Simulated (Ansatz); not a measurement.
The relaxed structure here is a generated cell of Ni: the first start was made by placing the elements on the sites of a structure type, and the end was not matched to a known phase here, so it may be hypothetical. Known forms of Ni include space group No. 225.

One starting cell of Ni (a generated trial cell of Ni in the beta-W structure type) was relaxed twice with Ansatz (plane waves, PAW, scalar-relativistic): with r2SCAN at 500 eV and with PBE at 420 eV. The r2SCAN result:

```xyz
8
Lattice="4.4161 0.0000 0.0000 0.0000 4.4161 0.0000 0.0000 0.0000 4.4161" Properties=species:S:1:pos:R:3 pbc="T T T"
Ni     1.1040     0.0000     2.2081
Ni     3.3121     0.0000     2.2081
Ni     0.0000     2.2081     1.1040
Ni     0.0000     2.2081     3.3121
Ni     2.2081     1.1040     0.0000
Ni     2.2081     3.3121     0.0000
Ni     0.0000     0.0000     0.0000
Ni     2.2081     2.2081     2.2081
```

```csv
quantity,r2SCAN,PBE
space group,Pm-3n,Pm-3n
volume (Å³/atom),10.77,[?]
a (Å),4.416,[?]
"gap (eV, no spin-orbit coupling)",0.00,[?]
spin order,ferromagnetic,[?]
net moment (μB/atom),0.71,[?]
```

Question: Fill in the PBE column.

Answer: 
- volume (Å³/atom), PBE: 11.16
- a (Å), PBE: 4.469
- gap (eV, no spin-orbit coupling), PBE: 0.00
- spin order, PBE: ferromagnetic
- net moment (μB/atom), PBE: 0.60

Both levels end in the same structure; PBE's volume is 3.6 % larger. Neither column is exact.

Spin states reached: ferromagnetic; spin orders were not searched systematically. r2SCAN tends to overstate moments in metals. The program's look for a lower electronic state was skipped, cut short or left open in this run.

The run could not lose the symmetry of its start: the end is stationary, and may be a saddle point rather than a minimum.

All atoms sit on sites fixed by symmetry, so only the cell could relax.

Ansatz is a quantum-chemistry and plane-wave program.
